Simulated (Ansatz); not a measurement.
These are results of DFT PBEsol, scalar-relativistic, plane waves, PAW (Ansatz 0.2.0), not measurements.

Structure of TePt:

```xyz
4
Lattice="1.9820 1.1443 6.6109 -1.9820 1.1443 6.6109 0.0000 -2.2886 6.6109" Properties=species:S:1:pos:R:3 pbc="T T T"
Te    0.0000    0.0000   11.8695
Te    0.0000    0.0000    7.9633
Pt    0.0000    0.0000   17.2508
Pt    0.0000    0.0000    2.5820
```

Settings: cutoff 420 eV, Γ-centred mesh 12×12×12 on the computed 4-atom cell, Gaussian smearing of 0.10 eV; no spin polarisation.

Levels along Γ–T–H2 | H0–L–Γ–S0 | S2–F–Γ, in eV from the Fermi level, sorted by energy at each point. Points in fractions of the primitive reciprocal vectors: Γ (0.000 0.000 0.000), T (0.500 0.500 0.500), H2 (0.813 0.187 0.500), H0 (0.500 -0.187 0.187), L (0.500 0.000 0.000), S0 (0.343 -0.343 0.000), S2 (0.657 0.000 0.343), F (0.500 0.000 0.500).
```csv
point,"k (1/Å, with 2π)",band 30,band 31,band 32,band 33,band 34,band 35,band 36
Γ,0.000,-1.90,-1.70,0.65,0.65,0.91,1.26,2.89
-,0.068,-1.90,-1.70,0.54,0.66,0.66,1.60,2.85
-,0.136,-1.90,-1.70,0.04,0.72,0.72,2.05,2.74
-,0.204,-1.89,-1.70,-0.45,0.80,0.80,2.47,2.57
-,0.272,-1.89,-1.69,-0.90,0.92,0.92,2.38,2.38
-,0.339,-1.88,-1.69,-1.26,1.06,1.06,2.18,2.18
-,0.407,-1.88,-1.68,-1.51,1.19,1.19,2.00,2.00
T,0.475,-1.88,-1.65,-1.62,1.25,1.25,1.93,1.93
-,0.617,-1.89,-1.56,-1.52,0.59,0.84,1.95,2.10
-,0.759,-1.96,-1.48,-1.44,-0.35,0.23,1.86,2.06
-,0.901,-2.28,-1.62,-1.54,-0.75,-0.14,1.64,1.73
-,1.043,-2.48,-1.77,-1.65,-0.71,-0.45,1.23,1.31
-,1.185,-2.46,-1.89,-1.83,-0.80,-0.80,0.88,0.90
-,1.327,-2.36,-2.21,-1.87,-1.10,-1.05,0.32,0.95
H2,1.469,-2.38,-2.31,-2.03,-1.24,-1.22,-0.32,1.18
H0,1.469,-2.38,-2.31,-2.03,-1.24,-1.22,-0.32,1.18
-,1.553,-2.46,-2.44,-2.12,-1.35,-1.19,-0.73,1.33
-,1.638,-2.54,-2.51,-2.11,-1.45,-1.16,-1.13,1.46
-,1.722,-2.48,-2.38,-1.93,-1.55,-1.49,-1.10,1.55
-,1.807,-2.37,-2.29,-1.91,-1.73,-1.53,-0.87,1.60
-,1.891,-2.40,-2.30,-2.04,-1.72,-1.41,-0.42,1.60
-,1.976,-2.56,-2.43,-1.97,-1.76,-1.16,0.09,1.50
L,2.060,-2.51,-2.47,-1.95,-1.79,-1.04,0.37,1.34
-,2.193,-2.45,-2.25,-2.02,-1.76,-0.80,0.49,1.35
-,2.326,-2.33,-2.16,-1.86,-1.57,-0.30,0.79,1.39
-,2.458,-2.16,-1.94,-1.73,-0.96,0.16,1.14,1.54
-,2.591,-2.00,-1.73,-1.41,0.00,0.43,1.40,1.90
-,2.724,-1.90,-1.65,-0.78,0.55,1.01,1.62,2.35
-,2.856,-1.89,-1.66,-0.03,0.62,1.20,1.66,2.44
Γ,2.989,-1.90,-1.70,0.65,0.65,0.91,1.26,2.89
-,3.145,-1.89,-1.65,-0.20,0.60,1.51,1.54,2.36
-,3.300,-1.93,-1.64,-1.09,0.35,1.26,1.31,2.35
-,3.455,-2.12,-1.69,-1.65,-0.20,0.10,0.34,2.47
-,3.611,-2.48,-1.80,-1.79,-1.12,-1.06,-0.23,2.47
-,3.767,-2.44,-2.17,-1.94,-1.78,-1.77,-0.65,2.27
-,3.922,-2.60,-2.50,-2.15,-1.50,-1.44,-1.03,1.83
S0,4.077,-2.78,-2.28,-2.05,-1.49,-0.75,-0.70,1.24
S2,4.077,-2.78,-2.28,-2.05,-1.49,-0.75,-0.70,1.24
-,4.148,-2.84,-2.29,-1.93,-1.68,-0.49,-0.39,1.05
-,4.219,-2.88,-2.31,-1.88,-1.82,-0.43,-0.20,1.07
-,4.290,-2.79,-2.35,-2.08,-1.73,-0.61,-0.17,1.33
-,4.361,-2.68,-2.38,-2.27,-1.66,-0.88,-0.30,1.73
-,4.432,-2.54,-2.40,-2.36,-1.65,-1.14,-0.57,2.14
-,4.503,-2.50,-2.43,-2.02,-1.69,-1.30,-0.90,2.47
F,4.574,-2.46,-2.44,-1.77,-1.73,-1.34,-1.12,2.61
-,4.713,-2.54,-2.16,-2.00,-1.64,-1.39,-0.36,2.51
-,4.851,-2.39,-2.25,-1.79,-1.23,-0.71,0.51,2.25
-,4.989,-2.17,-2.01,-1.80,-0.32,0.03,1.28,1.90
-,5.128,-2.00,-1.83,-1.73,0.66,0.72,1.63,1.70
-,5.266,-1.90,-1.65,-1.12,0.89,1.41,1.78,1.94
-,5.404,-1.89,-1.66,-0.13,0.72,1.23,1.66,2.58
Γ,5.543,-1.90,-1.70,0.65,0.65,0.91,1.26,2.89
```

Spin-orbit coupling is left out, which matters for the bands of heavy elements.